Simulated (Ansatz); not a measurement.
## How far is PAW off for Ag?

```
Ag
1.0
    -0.06129    2.01245    2.01245
     2.01245   -0.06129    2.01245
     2.01245    2.01245   -0.06129
Ag
1
Direct
  0.00000 0.00000 0.00000
```

Conventional cell: a = 2.933 Å, b = 2.933 Å, c = 6.865 Å, α = 90.00°, β = 90.00°, γ = 120.00°. Around Ag (atom 1) lie 12 Ag at 2.85 to 2.93 Å.

The cell comes from COD entry 9008459, which wasn't checked; take it as a given geometry. The listed cell was then made from it by scaling, straining or moving an atom.

Levels of theory: DFT, LDA, PAW with Ansatz's default frozen-core files, scalar-relativistic (Ansatz 0.2.0); DFT, LDA, all-electron LAPW, scalar-relativistic (Ansatz 0.2.0).

For PAW: a Γ-centred 15×15×15 k mesh, Fermi–Dirac smearing of 0.05 eV, cutoff 420 eV, no spin polarisation; the PAW files were made with PBE, and the program remakes their frozen cores for this functional. LAPW targets a basis error of 1 meV/atom. The Ansatz runs share mesh, smearing and spin set-up. Plane-wave (PAW) pressures include the program's estimate of the Pulay term.

Stress and pressure are positive in compression.

The change that made this cell: equal xy, yz and zx engineering shear strains of -3 %.

PAW results:

| quantity | PAW |
| --- | --- |
| pressure (GPa) | -7.06 |
| stress yz (GPa) | 0.87 |
| stress xz (GPa) | 0.87 |
| stress xy (GPa) | 0.87 |

What does full-potential LAPW give for the same quantities?


```
       quantity   LAPW
 pressure (GPa)  -7.06
stress yz (GPa)   0.87
stress xz (GPa)   0.87
stress xy (GPa)   0.87
```
